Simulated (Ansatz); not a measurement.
# InSb, first-principles data

InSb:
```yaml
crystal:
  lattice:
    - [0.00000, 3.04420, 3.04420]
    - [3.04420, 0.00000, 3.04420]
    - [3.04420, 3.04420, 0.00000]
  atoms:
    - { symbol: In, position: [0.00000, 0.00000, 0.00000] }
    - { symbol: Sb, position: [0.50000, 0.50000, 0.50000] }
```

Space group Fm-3m (No. 225), rock salt; conventional cell a = b = c = 6.0884 Å, α = β = γ = 90.00°.

Method: r²SCAN in the plane-wave PAW code Ansatz. Geometry: relaxed at this level of theory. Other levels are named where they apply.

**Cell and energy**

```json
{
  "volume_per_atom": "28.21 Å³",
  "density": "6.96 g/cm³",
  "Formation energy from the elements (no fitted shifts)": "-0.049 eV/atom"
}
```

**Electronic structure**

```json
{
  "electronic_character": "metallic (no gap)",
  "Density of states at the Fermi level": "0.59 states/eV per atom (mean over ±0.08 eV)",
  "Gap with spin–orbit coupling": "none (metallic)"
}
```

**Mechanics**

```json
{
 "Bulk modulus (Birch–Murnaghan fit)": "54.4 GPa",
 "Pressure derivative B′": "5.0"
}
```

**Charges**

```json
{
  "bader_charges": "In +0.47, Sb -0.47 e"
}
```

The first step of the workflow began from a Materials Project structure, measured or hypothetical; the Crystallography Open Database copy checked does not list it. It is not the phase usual at ambient conditions (space group No. 216). Symmetry was held in the r²SCAN relaxation; its stability against distortions is not shown here. The references are the lowest solids computed at this level, not always the standard phases. Scalar-relativistic: spin–orbit coupling is off unless named, which matters more the heavier the elements.

Potentials: the later of the program's two PAW sets.
